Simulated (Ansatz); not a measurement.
## Phonons of LiPb (Pm-3m)

```xyz
2
Lattice="3.5161 0.0000 0.0000 0.0000 3.5161 0.0000 0.0000 0.0000 3.5161" Properties=species:S:1:pos:R:3 pbc="T T T"
Li    1.7581    1.7581    1.7581
Pb    0.0000    0.0000    0.0000
```

Computed, not measured; unless marked otherwise by PBEsol, all-electron LAPW in Ansatz 0.2.0, scalar-relativistic. k mesh 12×12×12, Fermi-Dirac smearing of 0.100 eV, basis error target 1 meV/atom. The cell was relaxed by PAW under this functional.

Atoms are displaced by 0.01 Å in the smallest supercells that hold the wave vectors of a 2×2×2 mesh. Negative values stand for unstable modes.

(1) What are the phonon energies at the solved wave vectors, in meV?

(2) Is the structure dynamically stable at these wave vectors?

(3) How do the optical zone-centre modes decompose, and which are active?

(4) How well do frozen-core PAW files reproduce these all-electron values?

(5) The cell is scaled evenly to 42.819 and 44.123 Å³ (from 43.471), with free atoms relaxed and the shape held. What are the mode Grüneisen parameters γ = −d ln ω/d ln V?

## Answers

(1) 

```tsv
q	point	modes (meV)
0.000 0.000 0.000	Gamma	31.69 (×3)
0.500 0.000 0.000	X	6.12 (×2), 8.02, 29.31 (×2), 31.99
0.500 0.500 0.000	M	3.35 (×2), 6.47, 32.11, 33.71 (×2)
0.500 0.500 0.500	R	3.13 (×3), 27.89 (×3)
```

(2) Yes, no mode is unstable there; wave vectors off this mesh aren't tested.

(3) Point group m-3m: Γ_opt = T1u.

| label | meV | activity | mostly |
| --- | --- | --- | --- |
| T1u | 31.69 | IR | Li (97 %) |

In a metal the activity is that of symmetry alone; free carriers screen the infrared modes.

(4) With a cutoff of 420 eV and displacements of 0.0025 Å, the r.m.s. difference over the modes is 0.0 cm⁻¹; the largest difference is 225.0 (PAW) against 224.9 cm⁻¹ (LAPW).

(5) For the highest mode, 277.8 cm⁻¹ in the small cell and 266.1 in the large one give γ ≈ 1.43. From the change of the dynamical matrix on each mode:

```json
{"point": "Gamma", "cm⁻¹": "255.6", "γ": "1.32"}
{"point": "X", "cm⁻¹": "49.3", "γ": "1.07"}
{"point": "X", "cm⁻¹": "64.7", "γ": "2.72"}
{"point": "X", "cm⁻¹": "236.4", "γ": "1.42"}
{"point": "X", "cm⁻¹": "258.0", "γ": "1.52"}
{"point": "M", "cm⁻¹": "27.0", "γ": "5.03"}
{"point": "M", "cm⁻¹": "52.2", "γ": "0.63"}
{"point": "M", "cm⁻¹": "259.0", "γ": "1.31"}
{"point": "M", "cm⁻¹": "271.9", "γ": "1.43"}
{"point": "R", "cm⁻¹": "224.9", "γ": "1.44"}
```

Caveats: responses of metals move with mesh and smearing; no spin-orbit coupling on heavy atoms; the frozen-core PAW files of the compared runs were fitted under PBE, their cores solved anew for this functional; modes that are unstable or so soft that |γ| passes 8 are left out of the Grüneisen table, since γ diverges as ω goes to zero.
